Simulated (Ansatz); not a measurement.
Geometry optimisation in Ansatz: input, command and trajectory.

```yaml
crystal:
  lattice:
    - [-1.4157898473, 1.4157898473, 1.4157898473]
    - [1.4157898473, -1.4157898473, 1.4157898473]
    - [1.4157898473, 1.4157898473, -1.4157898473]
  atoms:
    - { symbol: Fe, position: [0.0, 0.0, 0.0], spin: 2.44 }
basis:
  ecutwfc: 420
kpoints:
  mp_grid: { grid: [20, 20, 20] }
hamiltonian:
  xc: lda
scf:
  occupations: { method: gaussian, width: 0.1 }
output:
  forces: true
  stress: true
  eigenvalues: true
  populations: true
magnetization:
  spin_polarized: true
relax:
  adjacent_minimum: "off"
  f_tol: 0.005
  max_steps: 50
  cell: { stress_tol: 0.05 }
```

```bash
ansatz run input.yaml --threads 1 --pin off --max-ram 2560MiB --backend cpu --events-out ev --progress --plain --runs-dir out
```

Computed with Ansatz, DFT LDA, scalar-relativistic, plane waves, PAW.

Of 8 frames 7 are shown, positions in Å and forces in eV/Å; the SCF threshold varies from step to step. Steps run on the plane waves of an earlier cell, with a Pulay correction in the pressure. The basis is chosen afresh for the last frame, the zero of the energies, and at times for earlier ones too; energy and pressure can step there, also at an unchanged geometry. Where two frames share a geometry here, they differ by under 2 meV/atom and 0.3 GPa.

```xyz
1
Lattice="-1.4158 1.4158 1.4158 1.4158 -1.4158 1.4158 1.4158 1.4158 -1.4158" Properties=species:S:1:pos:R:3:forces:R:3 pbc="T T T" step=1 free_energy_over_end_meV_per_atom=57.49 pressure_GPa=-17.84
Fe    0.0000    0.0000    0.0000    0.0000    0.0000    0.0000
1
Lattice="-1.3910 1.3910 1.3910 1.3910 -1.3910 1.3910 1.3910 1.3910 -1.3910" Properties=species:S:1:pos:R:3:forces:R:3 pbc="T T T" step=2 free_energy_over_end_meV_per_atom=8.41 pressure_GPa=-7.83
Fe    0.0000    0.0000    0.0000    0.0000    0.0000    0.0000
1
Lattice="-1.3727 1.3727 1.3727 1.3727 -1.3727 1.3727 1.3727 1.3727 -1.3727" Properties=species:S:1:pos:R:3:forces:R:3 pbc="T T T" step=3 free_energy_over_end_meV_per_atom=-0.32 pressure_GPa=1.88
Fe    0.0000    0.0000    0.0000    0.0000    0.0000    0.0000
1
Lattice="-1.3762 1.3762 1.3762 1.3762 -1.3762 1.3762 1.3762 1.3762 -1.3762" Properties=species:S:1:pos:R:3:forces:R:3 pbc="T T T" step=4 free_energy_over_end_meV_per_atom=-0.66 pressure_GPa=-0.10
Fe    0.0000    0.0000    0.0000    0.0000    0.0000    0.0000
1
Lattice="-1.3760 1.3760 1.3760 1.3760 -1.3760 1.3760 1.3760 1.3760 -1.3760" Properties=species:S:1:pos:R:3:forces:R:3 pbc="T T T" step=5 free_energy_over_end_meV_per_atom=-0.66 pressure_GPa=0.00
Fe    0.0000    0.0000    0.0000    0.0000    0.0000    0.0000
1
Lattice="-1.3760 1.3760 1.3760 1.3760 -1.3760 1.3760 1.3760 1.3760 -1.3760" Properties=species:S:1:pos:R:3:forces:R:3 pbc="T T T" step=6 free_energy_over_end_meV_per_atom=0.00 pressure_GPa=-0.11
Fe    0.0000    0.0000    0.0000    0.0000    0.0000    0.0000
1
Lattice="-1.3758 1.3758 1.3758 1.3758 -1.3758 1.3758 1.3758 1.3758 -1.3758" Properties=species:S:1:pos:R:3:forces:R:3 pbc="T T T" step=8 free_energy_over_end_meV_per_atom=0.00 pressure_GPa=0.00
Fe    0.0000    0.0000    0.0000    0.0000    0.0000    0.0000
```

Time: 44 s on 1 thread of Arm Neoverse V2, with other jobs on the host, peak memory 0.34 GiB.